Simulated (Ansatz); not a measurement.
**KNa3H4: where the heat goes in a short trajectory**

All numbers below come from DFT PBEsol, scalar-relativistic, plane waves, PAW (Ansatz 0.2.0). Cutoff 420 eV, shifted (0.5, 0.5, 0.5 steps) 2×2×2 k-points, Fermi–Dirac smearing of 0.16 eV. The mesh is coarse. No spin polarisation.

16 atoms start on the lattice sites below (V = 284.3 Å³, 1.06 times the source cell's; static pressure -1.64 GPa, largest force component 0.00 eV/Å) with velocities drawn for 1800 K; constant energy, at which the real crystal may have melted, fixed cell, 88 steps of 0.5 fs.

```xyz
16
Lattice="-5.2190 5.2190 0.0000 0.0000 5.2190 -5.2190 -5.2190 0.0000 -5.2190" Properties=species:S:1:pos:R:3 pbc="T T T"
K    -7.8285    7.8285   -7.8285
K    -2.6095    2.6095   -2.6095
Na   -5.2190    5.2190   -2.6095
Na   -5.2190    5.2190   -7.8285
Na   -5.2190    7.8285   -5.2190
Na   -5.2190    2.6095   -5.2190
Na   -2.6095    5.2190   -5.2190
Na   -7.8285    5.2190   -5.2190
H    -5.2190    5.2190   -5.2190
H     0.0000    0.0000    0.0000
H    -2.6095    2.6095    0.0000
H    -2.6095    2.6095   -5.2190
H    -2.6095    5.2190   -2.6095
H    -2.6095    0.0000   -2.6095
H     0.0000    2.6095   -2.6095
H    -5.2190    2.6095   -2.6095
```

```
t (fs) T (K) kinetic energy (meV/atom) potential energy over the first frame (meV/atom) P with the kinetic part (GPa)
   0.0   1800                      218.1                                               0.0                          -0.24
   3.0   1688                      204.5                                              13.6                          -0.12
   6.0   1421                      172.2                                              46.0                           0.17
   9.0   1175                      142.4                                              75.8                           0.51
  12.0   1084                      131.4                                              86.8                           0.78
  15.0   1119                      135.6                                              82.6                           0.95
  18.0   1169                      141.7                                              76.4                           1.04
  21.0   1135                      137.5                                              80.6                           1.06
  24.0   1009                      122.3                                              95.9                           1.00
  27.0    914                      110.8                                             107.4                           0.85
  30.0    924                      112.0                                             106.2                           0.69
  33.0    959                      116.2                                             102.0                           0.62
  36.0    952                      115.4                                             102.8                           0.68
  39.0    890                      107.9                                             110.3                           0.79
  42.0    854                      103.4                                             114.8                           0.84
```

T counts 3N − 3 degrees of freedom. Means over every step of the second half, not only the rows shown: T = 935 K, kinetic energy 113.3 meV/atom, potential energy 104.9 meV/atom, P = 0.79 GPa.

**Question.** Does the potential energy follow equipartition for harmonic vibrations?

**Answer.** In a harmonic crystal each vibration holds as much potential as kinetic energy on average, here 113.3 meV/atom. The run has 104.9, a ratio of 0.93. That is near one, as for a crystal vibrating about its sites. At constant energy a start from the lattice sites hands about half of the kinetic energy to the potential, so T should settle near 900 K. So short a run gives a rough mean.

**Question.** Split the rise of pressure into the kinetic part and the rest. Can a thermal Grüneisen parameter be estimated?

**Answer.** The program counts the kinetic part as N k_B T/V = 0.73 GPa. The pressure lies 2.43 GPa over the static one in all, so the forces add 1.70 GPa. For a harmonic mode with ω ∝ V^(−γ) and an amplitude that scales with the cell, the forces add (2γ − 2/3)U/V, which needs no equipartition; when U equals the kinetic energy K, this and the kinetic part 2K/(3V) sum to the Mie–Grüneisen γE_th/V. With U = N × 104.9 meV, γ = 1/3 + V ΔP_forces/(2U) = 1.23, for harmonic vibrations a mean over the modes weighted by their potential energy, for uniform scaling of the cell (in a layered or otherwise anisotropic crystal this differs from γ under hydrostatic pressure). Most solids fall between 1 and 3, and tetrahedral, framework and layered ones often lower; anharmonic motion and pressure swings in a cell of 16 atoms make this value uncertain by tenths or more.